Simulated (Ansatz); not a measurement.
Ga, DFT, PBEsol, PAW with Ansatz's default frozen-core files, scalar-relativistic (Ansatz 0.2.0), run on 2 threads of Intel(R) Xeon(R) 6975P-C (Granite Rapids) on a shared host.

The geometry is COD entry 9008085, unchecked; take it as a test cell.

Command: `ansatz run input.yaml --threads 2 --pin off --max-ram 6144MiB --backend cpu --events-out ev --progress --plain --runs-dir out`

```yaml
crystal:
  lattice:
    - [2.2615, -3.8305, 0.0]
    - [2.2615, 3.8305, 0.0]
    - [0.0, 0.0, 4.524]
  atoms:
    - { symbol: Ga, position: [0.8451, 0.1549, 0.081] }
    - { symbol: Ga, position: [0.6549, 0.3451, 0.581] }
    - { symbol: Ga, position: [0.1549, 0.8451, 0.919] }
    - { symbol: Ga, position: [0.3451, 0.6549, 0.419] }
kpoints:
  mp_grid: { grid: [5, 5, 4] }
scf:
  occupations: { method: fermi_dirac, width: 0.08 }
hamiltonian:
  xc: pbesol
  pseudopotentials: { kind: paw }
output:
  forces: true
  stress: true
md:
  timestep: 3.0
  n_steps: 15
  ensemble: nve
  temperature: 300
  initial_velocities: maxwell_boltzmann
  seed: 854718
```

Problem. How large is the problem that the program sets up?

Solution. 51 irreducible k-points, 1517 plane waves at Γ, 32 bands.

Problem. Estimate the wall time and the peak memory.

Solution. 30 s of wall time for 79 SCF iterations, with a peak of 0.5 GiB. Times on shared machines scatter by tens of per cent.
